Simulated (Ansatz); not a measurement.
Cd2TeSe:
```
Cd2TeSe
1.0
    4.44328     0.00000     0.00000
   -2.22164     3.84799     0.00000
    0.00000     0.00000     7.27154
Cd Te Se
2 1 1
Direct
  0.66667   0.33333   0.48358
  0.00000   0.00000   0.01495
  0.00000   0.00000   0.62801
  0.66667   0.33333   0.12147
```

Relaxed with PBEsol. Independent-particle spectrum: no excitons, no local fields, no scissors shift; 0.1 eV broadening; ε₁ of the summed bands alone.

Task: Tabulate the dielectric function from plane-wave PAW PBEsol (Ansatz code).

Result: 

```
E (eV)  ε₁ xx  ε₂ xx  ε₁ zz  ε₂ zz
------  -----  -----  -----  -----
0.0     10.16   0.00   9.38   0.00
0.4      8.84   1.80   9.96   0.38
0.8      8.23   1.24   9.52   2.03
1.2      8.44   1.01   8.78   2.22
1.6      9.12   1.17   8.64   2.23
2.0     10.27   2.04   8.91   2.32
2.4     10.76   3.67   9.59   2.68
2.8     10.03   5.09  10.79   3.45
3.2     10.07   7.88  13.64   6.20
3.6      9.70  10.15   7.92  12.67
4.0      3.84  10.96   4.50  12.88
4.4      4.26   7.15   0.01  11.88
4.8      2.17   9.15   2.10   4.58
5.2      3.25   8.33   5.95   7.27
5.6     -0.45   9.85   0.24  10.52
6.0     -1.42   7.49  -2.40   9.12
6.4     -1.48   6.13  -1.87   7.37
6.8     -1.89   5.93  -3.82   5.24
7.2     -3.60   4.68  -3.60   3.97
7.6     -2.62   3.39  -2.49   2.71
8.0     -2.31   2.68  -1.90   2.49
8.4     -1.85   2.27  -2.00   2.32
8.8     -1.75   1.82  -1.65   1.90
9.2     -1.35   1.45  -1.37   1.48
9.6     -1.06   1.32  -1.15   1.22
10.0    -0.89   1.22  -0.81   0.98
10.4    -0.69   1.14  -0.52   1.12
10.8    -0.63   1.08  -0.48   1.07
11.2    -0.62   0.93  -0.50   1.06
11.6    -0.48   0.65  -0.47   0.80
12.0    -0.12   0.63  -0.20   0.65
```

Task: From ε at 0.7 eV (xx: 8.26 + 1.34i), find n, k, the normal reflectivity and the absorption coefficient.

Result: n = 2.88, k = 0.232, R = 24 %, α = 2kE/ħc = 16000 cm⁻¹.

With all bands, ε∞ without local fields is 10.3 (xx = yy), 9.55 (zz).

Space group P3m1. The first step of the workflow began from a Materials Project structure, measured or hypothetical; the Crystallography Open Database copy checked does not list it. Whether it is the stable phase at ambient conditions was not checked. The cell was relaxed with PBEsol under the symmetry of its start; of distortions, only those at the zone centre were tested. Spin–orbit coupling is left out wherever it is not named.

Potentials: the later of the program's two PAW sets.
